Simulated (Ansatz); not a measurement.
Relaxing a structure of VSi2

The start is a generated cell, VSi2 built in the AFLOW prototype AB2_oP6_58_a_g (C35, as in CaCl2). The structure is fully relaxed (lattice and positions, P = 0) with PBE (plane waves to 420 eV, PAW, scalar-relativistic; Ansatz, a program for electronic structure). The first steps use a coarse 5×5×7 k-mesh.

The start:
```
VSi2
1.0
    4.84700     0.00000     0.00000
    0.00000     4.99458     0.00000
    0.00000     0.00000     3.26240
V Si
2 4
Direct
  0.00000   0.00000   0.00000
  0.50000   0.50000   0.50000
  0.27500   0.32500   0.00000
  0.77500   0.17500   0.50000
  0.22500   0.82500   0.50000
  0.72500   0.67500   0.00000
```
Spin-polarised start, with parallel moments on V.

Task: How large is the pressure on the unrelaxed cell, and of which sign?

Result: +62 GPa (positive: the cell is compressed).

Task: Which atoms feel the largest initial force, and how large is it?

Result: About 1.2 eV/Å, on Si3, Si4, Si5, Si6 (atoms numbered as listed).

Task: Does the structure survive the relaxation? Give the final space group.

Result: The space group goes from Pnnm (No. 58) to Immm (No. 71), with 3 atoms in the primitive cell.

Task: How much energy is released per atom?

Result: 1.56 eV/atom.

Task: How do the shortest distances between atoms change?

Result: The closest pairs of elements (up to four, under 3.6 Å), start → end: Si–V 2.10 → 2.59 Å; Si–Si 2.80 → 2.55 Å; V–V 3.26 → 2.55 Å.

Task: What band gap does the relaxed structure have at this level?

Result: No gap (metallic).

Task: What does it relax into? Give the structure.

Result: 
Space group Immm (No. 71); a = 2.5472 Å, b = 4.5381 Å, c = 7.0861 Å, α = β = γ = 90.00°

| atom | site | symmetry | x | y | z |
|---|---|---|---|---|---|
| V | 2a | mmm | 0.0000 | 0.0000 | 0.0000 |
| Si | 4j | mm2 | 0.0000 | 0.5000 | 0.1818 |
(The calculation used a cell of 3 atoms; values per cell refer to that cell.)

Final values are on a 16×16×16 k-mesh of the relaxed cell. No spin polarisation in the result: the starting moments vanished. The relaxed primitive cell holds an odd number of electrons. A magnetic state may lie lower.

The run could not lose the symmetry of its start: the end is stationary, and may be a saddle point rather than a minimum.

The relaxed structure here is a generated cell of VSi2: the first start was made by placing the elements on the sites of a structure type, and the end was not matched to a known phase here, so it may be hypothetical.
